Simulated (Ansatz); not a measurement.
Input, command and steps of an Ansatz relaxation.

```yaml
crystal:
  lattice:
    - [-6.3305785964, 3.4576378157, 2.1201336847]
    - [6.3370432969, 3.5108333832, -2.207130718]
    - [-2.0349905392, -3.4206039996, -6.2088617074]
  atoms:
    - { symbol: Al, position: [0.100547982, 0.7012251478, 0.7842175238] }
    - { symbol: Al, position: [0.6160309386, 0.4786411844, 0.6682076595] }
    - { symbol: Al, position: [0.3880460009, 0.7796903052, 0.2023974438] }
    - { symbol: Al, position: [0.9433877841, 0.9572377958, 0.9734403332] }
    - { symbol: Al, position: [0.8265041077, 0.6123719303, 0.4088183329] }
    - { symbol: Al, position: [0.448729681, 0.1554931927, 0.100506038] }
    - { symbol: Al, position: [0.916160807, 0.3147445935, 0.2140405901] }
    - { symbol: Al, position: [0.9481951134, 0.6437679236, 0.0821465077] }
    - { symbol: Ti, position: [0.0442321885, 0.3416768429, 0.8869855404] }
    - { symbol: Ti, position: [0.1817017693, 0.0923493508, 0.7126898401] }
    - { symbol: Ti, position: [0.2284384145, 0.4479058416, 0.6060521316] }
    - { symbol: Ti, position: [0.344931356, 0.4186385123, 0.2783685843] }
    - { symbol: Ti, position: [0.7310224046, 0.2247073242, 0.4991455134] }
    - { symbol: Ti, position: [0.8656673815, 0.9650927509, 0.3329114337] }
    - { symbol: Ti, position: [0.5163211954, 0.5369441026, 0.0014161768] }
    - { symbol: Cu, position: [0.5490914268, 0.8892141159, 0.9288433123] }
    - { symbol: Cu, position: [0.2906410963, 0.8046864049, 0.5205772928] }
    - { symbol: Cu, position: [0.6150860308, 0.214564083, 0.8339810118] }
    - { symbol: Cu, position: [0.674459027, 0.8542118367, 0.6146689644] }
    - { symbol: Cu, position: [0.2729596004, 0.065656599, 0.3648418837] }
  symmetry: { detect: false }
basis:
  ecutwfc: 420
kpoints:
  mp_grid: { grid: [4, 4, 3] }
hamiltonian:
  xc: pbe
scf:
  occupations: { method: gaussian, width: 0.1 }
  lower_state_search: "off"
output:
  forces: true
  stress: true
  eigenvalues: true
relax:
  adjacent_minimum: "off"
  f_tol: 0.04
  max_steps: 25
  cell: { stress_tol: 0.3 }
```

```bash
ansatz run input.yaml --threads 4 --pin off --max-ram 9216MiB --backend cpu --events-out ev --progress --plain --runs-dir out
```

These are results of Ansatz 0.2.0, DFT PBE, scalar-relativistic, plane waves, PAW, not measurements.

Of 4 frames 3 are shown, positions in Å and forces in eV/Å; the SCF threshold varies from step to step. Steps run on the plane waves of an earlier cell, with a Pulay correction in the pressure. The basis is chosen afresh for the last frame, the zero of the energies, and at times for earlier ones too; energy and pressure can step there, also at an unchanged geometry. Where two frames share a geometry here, they differ by under 2 meV/atom and 0.3 GPa.

```xyz
20
Lattice="-6.3306 3.4576 2.1201 6.3370 3.5108 -2.2071 -2.0350 -3.4206 -6.2089" Properties=species:S:1:pos:R:3:forces:R:3 pbc="T T T" step=1 free_energy_over_end_meV_per_atom=1.15 pressure_GPa=0.14
Al    2.2113    0.1270   -6.2036   -0.1730    0.1185    0.0858
Al   -2.2265    1.5248   -3.8992    0.1729   -0.0704   -0.0604
Al    2.0725    3.3868   -2.1548   -0.0505    0.0136   -0.0101
Al   -1.8871    3.2928   -6.1566    0.0760    0.0103   -0.0287
Al   -2.1836    3.6093   -2.1376    0.0463    0.0717   -0.0002
Al   -2.0599    1.7537   -0.0159   -0.0547    0.0327   -0.0345
Al   -4.2408    3.5406   -0.0812    0.0081    0.0053   -0.0165
Al   -2.0902    5.2577    0.0794   -0.0793   -0.0698   -0.0238
Ti    0.0802   -1.6815   -6.1675    0.1088    0.0372    0.0006
Ti   -2.0154   -1.4853   -4.2436   -0.0058    0.0100    0.2063
Ti    0.1589    0.2893   -4.2672    0.0378   -0.1325   -0.0197
Ti   -0.0972    1.7102   -1.9210   -0.0708    0.0351   -0.0377
Ti   -4.2196    1.6091   -2.0452   -0.0883   -0.0786    0.0434
Ti   -0.0418    5.2427   -2.3618    0.1628   -0.0427   -0.1151
Ti    0.1311    3.6655   -0.0992   -0.0353    0.0832    0.0107
Cu    0.2687    1.8432   -6.5655    0.0033    0.0096   -0.0081
Cu    2.2000    2.0494   -4.3920   -0.0242    0.0023   -0.0298
Cu   -4.2313    0.0273   -4.3476   -0.0142   -0.0120    0.0083
Cu   -0.1074    3.2285   -4.2718    0.0179   -0.0235    0.0435
Cu   -2.0544   -0.0737   -1.8315   -0.0377    0.0000   -0.0140
20
Lattice="-6.3403 3.4840 2.1287 6.3373 3.5112 -2.2012 -2.0230 -3.4437 -6.1936" Properties=species:S:1:pos:R:3:forces:R:3 pbc="T T T" step=2 free_energy_over_end_meV_per_atom=0.17 pressure_GPa=0.05
Al    2.1943    0.1255   -6.1746    0.0245    0.0506   -0.0182
Al   -2.2043    1.5170   -3.8881    0.0275    0.0345    0.0015
Al    2.0621    3.3922   -2.1409    0.0079   -0.0211    0.0045
Al   -1.8757    3.3010   -6.1349   -0.0108    0.0188   -0.0016
Al   -2.1771    3.6363   -2.1272    0.0159   -0.0175    0.0127
Al   -2.0769    1.7708   -0.0173    0.0311    0.0112    0.0093
Al   -4.2476    3.5659   -0.0763   -0.0009    0.0339    0.0073
Al   -2.1087    5.2801    0.0956   -0.0044    0.0056    0.0287
Ti    0.1036   -1.6984   -6.1506   -0.0858   -0.0114    0.0353
Ti   -2.0125   -1.4953   -4.1979   -0.0089   -0.0007   -0.1298
Ti    0.1716    0.2572   -4.2548   -0.0411   -0.0062    0.0284
Ti   -0.1095    1.7195   -1.9172    0.0151   -0.0116    0.0158
Ti   -4.2227    1.6006   -2.0298    0.0689    0.0180   -0.0149
Ti   -0.0167    5.2555   -2.3612   -0.0213   -0.0296    0.0077
Ti    0.1185    3.6855   -0.0894    0.0107   -0.0447    0.0051
Cu    0.2683    1.8415   -6.5441    0.0010    0.0044   -0.0058
Cu    2.1994    2.0442   -4.3724   -0.0281    0.0006   -0.0068
Cu   -4.2259    0.0212   -4.3275   -0.0090   -0.0018    0.0021
Cu   -0.1000    3.2267   -4.2481    0.0075   -0.0163    0.0104
Cu   -2.0508   -0.0797   -1.8216    0.0005   -0.0167    0.0084
20
Lattice="-6.3373 3.4849 2.1305 6.3359 3.5160 -2.2048 -2.0204 -3.4454 -6.1928" Properties=species:S:1:pos:R:3:forces:R:3 pbc="T T T" step=4 free_energy_over_end_meV_per_atom=0.00 pressure_GPa=0.00
Al    2.1947    0.1339   -6.1769    0.0019    0.0058   -0.0029
Al   -2.1979    1.5218   -3.8887    0.0069    0.0278   -0.0029
Al    2.0636    3.3932   -2.1422    0.0052   -0.0097   -0.0060
Al   -1.8737    3.3046   -6.1375   -0.0083   -0.0001   -0.0089
Al   -2.1717    3.6400   -2.1264    0.0012   -0.0053   -0.0019
Al   -2.0734    1.7737   -0.0171    0.0020    0.0021    0.0025
Al   -4.2448    3.5718   -0.0739    0.0012    0.0081    0.0013
Al   -2.1071    5.2843    0.1000   -0.0009   -0.0020    0.0265
Ti    0.0983   -1.6990   -6.1453    0.0033   -0.0065    0.0017
Ti   -2.0123   -1.4974   -4.2105   -0.0095   -0.0024   -0.0178
Ti    0.1697    0.2563   -4.2522   -0.0043   -0.0060    0.0048
Ti   -0.1077    1.7191   -1.9157   -0.0073    0.0012    0.0106
Ti   -4.2099    1.6046   -2.0284    0.0131    0.0087   -0.0043
Ti   -0.0142    5.2557   -2.3653    0.0074    0.0016   -0.0098
Ti    0.1194    3.6870   -0.0918   -0.0002    0.0004    0.0024
Cu    0.2698    1.8461   -6.5468   -0.0008    0.0013   -0.0040
Cu    2.1981    2.0469   -4.3751   -0.0188   -0.0008   -0.0068
Cu   -4.2236    0.0229   -4.3248   -0.0035    0.0028    0.0064
Cu   -0.0975    3.2278   -4.2481    0.0059   -0.0085    0.0081
Cu   -2.0482   -0.0838   -1.8217    0.0055   -0.0185    0.0009
```

The run took 91 s on 4 threads of Intel(R) Xeon(R) 6975P-C (Granite Rapids) (shared host), peak memory 1.6 GiB.

The k mesh is coarse.